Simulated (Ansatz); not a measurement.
An Ansatz (an electronic-structure program) run. Input:

Ansatz 0.2 input:
```yaml
crystal:
  lattice:
    - [0.0, 3.1085973207, 3.1085973207]
    - [3.1085973207, 0.0, 3.1085973207]
    - [3.1085973207, 3.1085973207, 0.0]
  atoms:
    - { symbol: Pb, position: [0.5, 0.5, 0.5] }
    - { symbol: Se, position: [0.0, 0.0, 0.0] }
kpoints:
  mp_grid: { grid: [6, 6, 6] }
hamiltonian:
  xc: hse06
  pseudopotentials: { kind: paw }
scf:
  n_extra_bands: 6
  occupations: { method: fixed }
output:
  eigenvalues: true
  eigenstates:
    e_range: [-9.0, 8.6]
    kpoints:
      - [0.0, 0.0, 0.5]  # VBM
      - [0.0, 0.0, 0.5]  # CBM
      - [0.0, 0.0, 0.0]  # GAMMA
      - [0.5, 0.0, 0.5]  # X
      - [0.5, 0.5, 0.5]  # L
      - [0.5, 0.25, 0.75]  # W
      - [0.375, 0.375, 0.75]  # K
      - [0.625, 0.25, 0.625]  # U
```

Output (shortened):

```
Pseudopotential: Pb, paw, valence charge 14
Pseudopotential: Se, paw, valence charge 16
Functional definition: HSE06
davidson cushion auto → on  (no smearing: the cushion is to keep the highest requested band from converging to the state above it …
Crystal: 2 atoms, lattice volume = 60.079 Å³
Basis set: ecut = 420 eV, 1211 PW (Γ)
Bands: 21, of which v1, the nominal top of the filled ones, is band 15 counted from 1 (14 counted from 0)
Symmetry: 48 space group operations
Space group: Fm-3m (ITA 225), of the structure as read, at distance tolerance 3.9e-5 Å
k-points: 16 of 216
SCF iter   1: F=—  HF=-17376.625969 eV  |F-HF|=—  |Δ(HF+E_count)|=         —  Δρ=7.36e-4  dr2=2.53e-4  ethr=1.77e-3  ⟨swp⟩=12.4  Hψ=1635  notcnv=0
preconditioner: auto → none
SCF iter   2: F=—  HF=-17376.626151 eV  |F-HF|=—  |Δ(HF+E_count)|=   1.83e-4  Δρ=2.81e-4  dr2=5.99e-5  ethr=8.44e-7  ⟨swp⟩=5.7  Hψ=1371  notcnv=0  defer=6
SCF iter   3: F=-17376.626175 eV  HF=-17376.626168 eV  |F-HF|=6.22e-6  |Δ(HF+E_count)|=   1.70e-5  Δρ=1.28e-4  dr2=6.42e-6  ethr=2.00e-7  ⟨swp⟩=3.7  Hψ=908  notcnv=0  defer=2
SCF 1 stopped early in 3 iterations: F = -17376.626175 eV  dr2 = 6.42e-6
Crystal: 2 atoms, lattice volume = 60.079 Å³
Exchange kernel: α = 0.2500, screened, ω = 0.2079 Å⁻¹, Wigner–Seitz truncation, v(0) = 1046.8660 eV·Å³, q-mesh 6×6×6, nearest image of the exchange supercell L …
Frozen-core exchange: fock
SCF iter   1: F=—  HF=-17381.744502 eV  |F-HF|=—  |Δ(HF+E_count)|=         —  Δρ=5.50e-3  dr2=1.88e-2  ethr=2.14e-7  ⟨swp⟩=7.9  Hψ=1968  notcnv=0
preconditioner: auto → none
SCF iter   2: F=—  HF=-17381.735029 eV  |F-HF|=—  |Δ(HF+E_count)|=   9.47e-3  Δρ=2.44e-3  dr2=4.01e-3  ethr=2.14e-7  ⟨swp⟩=5.0  Hψ=1473  notcnv=0
SCF iter   3: F=—  HF=-17381.734461 eV  |F-HF|=—  |Δ(HF+E_count)|=   5.67e-4  Δρ=7.56e-4  dr2=1.05e-3  ethr=2.14e-7  ⟨swp⟩=4.1  Hψ=1240  notcnv=0
SCF iter   4: F=—  HF=-17381.740943 eV  |F-HF|=—  |Δ(HF+E_count)|=   6.48e-3  Δρ=7.62e-4  dr2=3.51e-4  ethr=2.14e-7  ⟨swp⟩=4.1  Hψ=1407  notcnv=0
iter 5 solved again at ethr=1.46e-8 eV; its pass at ethr=2.14e-7 eV (dr2=4.39e-6 eV) is discarded
SCF iter   5: F=—  HF=-17381.740828 eV  |F-HF|=—  |Δ(HF+E_count)|=   1.15e-4  Δρ=1.13e-4  dr2=1.33e-5  ethr=1.46e-8  ⟨swp⟩=2.4  Hψ=1851  notcnv=0
SCF iter   6: F=-17381.740903 eV  HF=-17381.740904 eV  |F-HF|=1.05e-6  |Δ(HF+E_count)|=   7.58e-5  Δρ=7.12e-5  dr2=2.86e-6  ethr=1.46e-8  ⟨swp⟩=4.0  Hψ=1177  notcnv=0
SCF 2 stopped early in 6 iterations: F = -17381.740903 eV  dr2 = 2.86e-6
hybrid outer 1: dexx = +7.211e-3 eV, tail = 4.88e-5 eV
Crystal: 2 atoms, lattice volume = 60.079 Å³
Exchange kernel: α = 0.2500, screened, ω = 0.2079 Å⁻¹, Wigner–Seitz truncation, v(0) = 1046.8660 eV·Å³, q-mesh 6×6×6, nearest image of the exchange supercell L …
Frozen-core exchange: fock
SCF iter   1: F=—  HF=-17381.740937 eV  |F-HF|=—  |Δ(HF+E_count)|=         —  Δρ=4.63e-5  dr2=7.40e-7  ethr=8.13e-7  ⟨swp⟩=2.0  Hψ=752  notcnv=0
preconditioner: auto → none
SCF iter   2: F=—  HF=-17381.740937 eV  |F-HF|=—  |Δ(HF+E_count)|=   3.55e-7  Δρ=2.28e-5  dr2=1.80e-7  ethr=2.22e-9  ⟨swp⟩=4.1  Hψ=1319  notcnv=0
SCF iter   3: F=-17381.740937 eV  HF=-17381.740937 eV  |F-HF|=3.48e-9  |Δ(HF+E_count)|=   8.30e-9  Δρ=8.56e-6  dr2=7.37e-8  ethr=3.51e-10  ⟨swp⟩=2.2  Hψ=757  notcnv=0
SCF 3 converged in 3 iterations: F = -17381.740937 eV  dr2 = 7.37e-8
hybrid outer 2: dexx = +3.075e-7 eV, tail = 1.73e-7 eV, Δε = 1.90e-3 eV (about 2.06e-4 eV left of the loop's levels)
NSCF: frozen V_eff on 8 k-points
hybrid SCF converged: 2 outer / 9 inner (+3 warm-up), last move |dexx| = 3.07e-7 eV, tail = 1.73e-7 eV
Stability not checked (fock_operator)
Free energy (F): -17381.740937 eV
Frozen-core exchange: fock
Harris-Foulkes:  -17381.740937 eV  (|F-HF|=3.48e-9)
Internal energy: -17381.740937 eV  (E = F + TS)
E sigma→0 (E₀):  -17381.740937 eV
Fermi energy:    7.968543 eV
--- Per-component energies (eV) ---
  E_band       = -513.904343
  E_kinetic    = 403.430989
  E_local      = -3602.131027  (includes V_loc(G=0)·N_el)
  E_nonlocal   = -246.483698
  E_hartree    = 1673.655245
  E_xc         = -259.518326
  E_vxc        = -184.446864  (∫ρ·V_xc dr)
  E_exx        = -99.453412  (= α·E_x^exact, valence–valence)
  E_paw        = -12285.245718  (= ΣΔE_a)
  E_vpaw       = -32.677248  (= ΣTr[D̂ρ^β])
  E_aug_tail   = -0.000543  (compensation charges beyond the density's cutoff)
  E_ewald      = -2965.254380
  E_core_change = -0.740068  (= ΣΔE_core)
  E_smearing   =  0.000000  (= −TS)
  E_closure    = 0.000000  (closes the sum)
  Σ components = -17381.740937   (vs F -17381.740937, Δ=0.00e0)
  [band-id]    e_kinetic+e_local+e_nonlocal+2·e_hartree+e_vxc+2·e_exx+e_vpaw+e_augmentation_tail = -513.904726   (vs E_band -513.904343, Δ=-3.83e-4)
--- Band table (eV; the first three rows and the last of 16) ---
  k-point 0: bands = ["-42.9270", "-42.9270", "-42.9239", "-42.9239", "-42.9239", "-10.5804", "-10.5804", "-10.5749", "-10.5749", "-10.5749", "-6.6050", "1.2861", "6.0315", "6.0315", "6.0315", "13.3699", "13.3699", "13.3699", "15.2542", "15.2542", "15.2542"]
  k-point 1: bands = ["-42.9270", "-42.9270", "-42.9239", "-42.9239", "-42.9239", "-10.5856", "-10.5856", "-10.5741", "-10.5688", "-10.5688", "-6.3940", "0.5899", "6.1046", "6.1046", "6.5223", "11.7128", "12.2784", "12.2784", "15.0385", "15.8492", "15.8492"]
  k-point 2: bands = ["-42.9270", "-42.9270", "-42.9239", "-42.9239", "-42.9239", "-10.5972", "-10.5972", "-10.5729", "-10.5554", "-10.5554", "-5.8769", "-0.6763", "6.2957", "6.2957", "7.3583", "9.8224", "10.8534", "10.8534", "15.8091", "17.3554", "17.3554"]
  k-point 15: bands = ["-42.9271", "-42.9270", "-42.9239", "-42.9238", "-42.9238", "-10.6661", "-10.5773", "-10.5773", "-10.5516", "-10.5382", "-5.1656", "-0.3392", "3.1872", "4.0766", "6.3103", "11.5054", "13.0524", "14.1723", "15.2390", "18.0152", "20.4306"]…
```

Cost: around 90 core-seconds (rough) on shared cores.

The points marked VBM and CBM come from a semilocal run.

Symmetry was held in the PBE relaxation. Scalar-relativistic: spin–orbit coupling is off unless named, which matters more the heavier the elements.

Potentials: the later of the program's two PAW sets.

Ansatz is a plane-wave DFT program.
